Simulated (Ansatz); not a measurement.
**Relaxation path: Ru**

DFT, LDA, PAW with Ansatz's default frozen-core files, scalar-relativistic (Ansatz 0.2.0); a Γ-centred 21×21×12 k mesh, Fermi–Dirac smearing of 0.05 eV, no spin polarisation. The run relaxes cell and atoms at a target pressure of 0 GPa.

Command: `ansatz run input.yaml --threads 1 --pin off --max-ram 3072MiB --backend cpu --events-out ev --progress --plain --runs-dir out` It took 32 s on 1 thread of Arm Neoverse V2 (shared host), peak memory 0.41 GiB.

PAW: frozen-core files, cutoff 420 eV; forces are relaxed below 0.003 eV/Å.

Each step lists its free energy a cell above the last geometry, the pressure, the cell vectors (Å), and Cartesian positions (Å) with forces (eV/Å).

The first step:

```
step 1  dF = 36.41 meV  P = -11.88 GPa
  cell 2.7039 0.0000 0.0000  -1.3519 2.3416 0.0000  0.0000 0.0000 4.2817
  Ru 0.0000 1.5611 1.0704   0.0000 0.0000 0.0000
  Ru 1.3519 0.7805 3.2113   0.0000 0.0000 0.0000
```

The PAW files were made under PBE.

Question: Where does the relaxation end, and by which steps?

Answer: After 4 geometries, with conventional a, b, c = 2.675, 2.675, 4.223 Å, at 13.088 Å³/atom (-3.44 % against the start) in space group P6_3/mmc, with a shortest distance of 2.616 Å. The further steps:
```
step 2  dF = 51.30 meV  P = 16.44 GPa  (not accepted)
  cell 2.6386 0.0000 0.0000  -1.3193 2.2851 0.0000  0.0000 0.0000 4.1682
  Ru 0.0000 1.5234 1.0420   0.0000 0.0000 0.0000
  Ru 1.3193 0.7617 3.1261   0.0000 0.0000 0.0000
step 3  dF = 0.23 meV  P = -0.97 GPa
  cell 2.6773 0.0000 0.0000  -1.3387 2.3186 0.0000  0.0000 0.0000 4.2278
  Ru 0.0000 1.5457 1.0569   0.0000 0.0000 0.0000
  Ru 1.3387 0.7729 3.1708   0.0000 0.0000 0.0000
step 4  dF = 0.00 meV  P = -0.01 GPa
  cell 2.6754 0.0000 0.0000  -1.3377 2.3169 0.0000  0.0000 0.0000 4.2228
  Ru 0.0000 1.5446 1.0557   0.0000 0.0000 0.0000
  Ru 1.3377 0.7723 3.1671   0.0000 0.0000 0.0000
step 5  dF = 0.14 meV  P = -0.01 GPa  (same geometry on a basis chosen anew; earlier energies don't compare to the last digit)
  cell 2.6754 0.0000 0.0000  -1.3377 2.3169 0.0000  0.0000 0.0000 4.2228
  Ru 0.0000 1.5446 1.0557   0.0000 0.0000 0.0000
  Ru 1.3377 0.7723 3.1671   0.0000 0.0000 0.0000
```
